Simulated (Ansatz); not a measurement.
## Moments of WSe against volume

Computed with DFT PBE+U, scalar-relativistic, plane waves, PAW in Ansatz.

```xyz
2
Lattice="3.5487 0.0000 0.0000 0.0000 3.5487 0.0000 0.0000 0.0000 3.5487" Properties=species:S:1:pos:R:3 pbc="T T T"
W     0.0000    0.0000    0.0000
Se    1.7743    1.7743    1.7743
```

| Quantity | Value |
| --- | --- |
| plane-wave cutoff | 420 eV |
| Γ-centred k-mesh | 12×12×12 |
| occupation rule | Gaussian smearing, 0.1 eV |
| U_eff on Löwdin-orthogonalised atomic d orbitals | W 6.2 eV |
| list of starting moments (μB, in atom order) | 1 0 |
| check for lower electronic states after the SCF | on |

The cell is scaled evenly at fixed fractional positions, V₀ being the volume of the cell shown; start: ferromagnetic. The states are those that the runs reached from these starts; a lower one can exist. Energies are extrapolated to zero smearing.

Site moments are spin moments in atom-centred spheres that scale with the neighbour distance.

```tsv
V/V₀	E above lowest (meV/atom)	P (GPa)	cell moment (μB)	site moments (μB)
0.800	?	?	?	?
0.860	129.9	15.1	3.93	W +3.30, Se -0.32
0.920	37.8	7.3	3.98	W +3.42, Se -0.37
0.960	8.8	3.3	3.99	W +3.49, Se -0.41
1.000	0.0	0.0	4.00	W +3.56, Se -0.45
1.040	7.3	-2.5	4.00	W +3.62, Se -0.49
1.100	?	?	?	?
1.180	116.3	-7.8	4.00	W +3.81, Se -0.61
```

Q: Fill in the withheld rows.

A: The withheld rows:

| V/V₀ | E above lowest (meV/atom) | P (GPa) | cell moment (μB) | site moments (μB) |
| --- | --- | --- | --- | --- |
| 0.800 | 299.4 | 26.2 | 3.87 | W +3.16, Se -0.26 |
| 1.100 | 41.2 | -5.4 | 4.00 | W +3.70, Se -0.54 |

Cost: 8 runs of about 7.9 core-minutes in all, on Intel Xeon Processor @ 2.70GHz (shared hosts).